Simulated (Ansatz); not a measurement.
Starting cell, Pt (fcc, Cu type):

```yaml
crystal:
  lattice:
    - [0.00000, 3.97009, 3.97009]
    - [1.98504, 0.00000, 1.98504]
    - [1.98504, 1.98504, 0.00000]
  atoms:
    - { symbol: Pt, position: [0.00000, 0.00000, 0.00000] }
    - { symbol: Pt, position: [0.50000, 0.00000, 0.00000] }
```

A phonon eigenvector at L = (0.5, 0.0, 0.0) is frozen into this cell: atom i moves by Q times the vector below, so Q is the largest atomic displacement, in Å. The cell is held. It is one choice among 2 degenerate patterns. (q is in reciprocal vectors of the primitive cell; the cell shown is doubled to hold the pattern.)

```csv
atom,x,y,z
Pt1,0.285,-0.520,0.805
Pt2,-0.285,0.520,-0.805
```

Calculation: PBE (plane waves to 420 eV, PAW, scalar-relativistic; Ansatz, an electronic-structure program). k mesh 10×20×20 (Γ-centred), Fermi-Dirac smearing 0.05 eV. Energies are smeared free energies. With partly filled bands, energies and forces of such displacements shift with the k mesh and the smearing. Pt is run without spin polarisation. Pt was relaxed with its symmetry unable to fall. Spin-orbit coupling is left out, though Pt is heavy. The PAW data are Ansatz's earlier set. ΔE is measured from the undisplaced structure. The last digit holds for this mesh only.

```json
[
 {"Q (Å)": "-0.2800", "ΔE (meV/cell)": "280.6"},
 {"Q (Å)": "-0.2333", "ΔE (meV/cell)": "216.7"},
 {"Q (Å)": "-0.1867", "ΔE (meV/cell)": "154.8"},
 {"Q (Å)": "-0.1400", "ΔE (meV/cell)": "withheld"},
 {"Q (Å)": "-0.0933", "ΔE (meV/cell)": "47.1"},
 {"Q (Å)": "-0.0467", "ΔE (meV/cell)": "12.4"},
 {"Q (Å)": "0.0000", "ΔE (meV/cell)": "0.0"},
 {"Q (Å)": "0.0467", "ΔE (meV/cell)": "12.4"},
 {"Q (Å)": "0.0933", "ΔE (meV/cell)": "47.1"},
 {"Q (Å)": "0.1400", "ΔE (meV/cell)": "withheld"},
 {"Q (Å)": "0.1867", "ΔE (meV/cell)": "154.8"},
 {"Q (Å)": "0.2333", "ΔE (meV/cell)": "216.7"},
 {"Q (Å)": "0.2800", "ΔE (meV/cell)": "280.6"}
]
```

Q: Fit an even polynomial form (powers 2, 4, 6) to the given rows and predict ΔE at Q = -0.1400.

A: Least squares on the 11 given rows: ΔE = (5691)·Q² + (-42060)·Q⁴ + (193200)·Q⁶, in meV/cell with Q in Å; root-mean-square residual 0.43 meV/cell. At -0.1400 the fit gives 96.8 meV/cell; the calculation gives 96.9 meV/cell, so the interpolation is off by -0.1 (-0.1 %). The quadratic term alone would give 111.5 meV/cell.

(A displaced cell: forces are minus the slopes of the energy, force constants its curvatures, and phonons follow from these.)
